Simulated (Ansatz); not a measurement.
Computed with DFT PBE, scalar-relativistic, plane waves, PAW (Ansatz 0.2.0). The screen uses 420 eV, coarse Γ-centred meshes (up to 0.6 Å⁻¹ on the start cell), Gaussian smearing of 0.2 eV, tolerances of 0.08 eV/Å and 0.8 GPa and 16 steps at most, with the symmetry of each start kept. No spin polarisation. Energies are free energies per atom, good to about 0.1 eV/atom between metallic cells, end volumes are rough, and groups of ends are read at 0.1 Å.

Two trial cells of Mg₃Sn₂N₂, not yet relaxed:

A.

```cif
data_structure
_symmetry_space_group_name_H-M 'P-3m1'
_symmetry_Int_Tables_number 164
_cell_length_a 3.6566
_cell_length_b 3.6566
_cell_length_c 9.1386
_cell_angle_alpha 90.000
_cell_angle_beta 90.000
_cell_angle_gamma 120.000
_cell_volume 105.82
loop_
_atom_site_label
_atom_site_type_symbol
_atom_site_symmetry_multiplicity
_atom_site_Wyckoff_symbol
_atom_site_fract_x
_atom_site_fract_y
_atom_site_fract_z
_atom_site_occupancy
Mg1 Mg 2 d 0.33333 0.66667 0.69490 1
Mg2 Mg 1 a 0.00000 0.00000 0.00000 1
Sn1 Sn 2 d 0.66667 0.33333 0.83990 1
N1 N 2 d 0.33333 0.66667 0.56660 1
```

B.

```cif
data_structure
_symmetry_space_group_name_H-M 'P-62m'
_symmetry_Int_Tables_number 189
_cell_length_a 6.3939
_cell_length_b 6.3939
_cell_length_c 4.0580
_cell_angle_alpha 90.000
_cell_angle_beta 90.000
_cell_angle_gamma 120.000
_cell_volume 143.67
loop_
_atom_site_label
_atom_site_type_symbol
_atom_site_symmetry_multiplicity
_atom_site_Wyckoff_symbol
_atom_site_fract_x
_atom_site_fract_y
_atom_site_fract_z
_atom_site_occupancy
Mg1 Mg 3 f 0.31908 0.00000 0.00000 1
Sn1 Sn 2 c 0.33333 0.66667 0.00000 1
N1 N 2 e 0.00000 0.00000 0.73302 1
```

Problem. Which is lower as given, and which after relaxing?

Solution. As given, B is lower by 3.48 eV/atom. Relaxed, A is lower by 0.48 eV/atom, so the order turns round. A goes from P-3m1 at 15.1 Å³/atom to P-3m1 at 18.0 Å³/atom and gains 5.97 eV/atom. B goes from P-62m at 20.5 Å³/atom to P-62m at 25.1 Å³/atom and gains 2.02 eV/atom. The closest pair in A goes from Mg–N at 1.17 Å to Sn–N at 2.11 Å. The closest pair in B goes from N–N at 1.89 Å to N–N at 1.27 Å. At the end: counting Mg or Sn atoms around N (for each partner element, those within 1.25 times its shortest distance or 1.15 times the sum of covalent radii, where it is the nearest in units of that sum or under 1.3), A has N 5 and B has N 3. B holds N–N pairs (shortest 1.27 Å); in A the shortest N–N distance is 3.27 Å.
